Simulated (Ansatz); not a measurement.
An element in the sc structure gives these cold pressures by all-electron LAPW under PBEsol (Ansatz 0.2.0, scalar-relativistic, no spin polarisation).

```csv
V (Å³/atom),P (GPa)
19.36,-0.04
17.82,9.23
16.27,24.9
14.72,51.9
13.17,98.8
11.62,183.0
10.07,340.3
8.71,600.0
```

Task: Which element is it?

Result: Ag. Its zero-pressure volume in this structure is near 19.4 Å³/atom; the volume and the steepness of P(V) together point to it, though neighbours can come close. Other candidates weren't computed, and some may come near.
